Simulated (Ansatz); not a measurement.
CaS:
```yaml
crystal:
  lattice:
    - [0.00000, 2.85601, 2.85601]
    - [2.85601, 0.00000, 2.85601]
    - [2.85601, 2.85601, 0.00000]
  atoms:
    - { symbol: Ca, position: [0.00000, 0.00000, 0.00000] }
    - { symbol: S, position: [0.50000, 0.50000, 0.50000] }
```

Relaxed with PBE.

### Question
Map the electron localisation function on the plane through (0.000, 0.000, 0.000) spanned by u = [1, 0, 0] and v = [0, 1, -1] in lattice vectors, from the program Ansatz at the PBE level (PAW).

### Answer
x is the fraction of u, y of v (the angle between them is 90°; rows are the nearest grid lines); atoms in the plane: Ca at (0.00, 0.00), S at (0.50, 0.50).
```
|889984000000000489988|
|899983000111000389998|
|999961002343200169999|
|999730035777530037999|
|886311368898863113688|
|431013799999997310134|
|000037999999999730000|
|000369999989999963000|
|002589998646899985200|
|013789996101699987310|
|014799984000489997410|
|013789996101699987310|
|002589998646899985200|
|000369999989999963000|
|000037999999999730000|
|431013799999997310134|
|886311368898863113688|
|999730035777530037999|
|999961002343200169999|
|899983000111000389998|
|889984000000000489988|
```
Scale: ten equal steps from 0.008 (start of '0') to 0.870 (end of '9'), in the order '0123456789'; x runs from 0.000 to 1.00, y from 0.000 (bottom) to 1.00 (top).

The density is the valence pseudo-density with augmentation charge, so density and ELF within about 1 Å of a nucleus are not all-electron values.

Space group Fm-3m (rock salt). The PBE relaxation kept the symmetry of its start; phonons on a q-mesh show no instability.

Potentials: the later of the program's two PAW sets.
